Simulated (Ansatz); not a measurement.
Consider the following.

TiN:
```xyz
2
Lattice="0.0000 2.1162 2.1162 2.1162 0.0000 2.1162 2.1162 2.1162 0.0000" Properties=species:S:1:pos:R:3 pbc="T T T"
N      0.0000     0.0000     0.0000
Ti     2.1162     2.1162     2.1162
```

This is the r²SCAN-relaxed structure.

Question: All from DFT-r²SCAN in the program Ansatz with PAW potentials, unless another level is named. Give the electronic character.

Answer: metallic (no gap).

Question: What about the formation energy from the elements (no fitted shifts)?

Answer: -1.93 eV/atom.

Question: Give the density of states at the Fermi level.

Answer: 0.41 states/eV per atom (mean over ±0.08 eV).

Space group Fm-3m (rock salt). The cell was relaxed with r²SCAN under the symmetry of its start; of distortions, only those at the zone centre were tested. No spin polarisation was allowed. With an odd number of electrons in the cell and no spin polarisation, the count alone makes it a metal. The references are the lowest solids computed at this level, not always the standard phases (solids in place of the gases).

Potentials: the later of the program's two PAW sets.
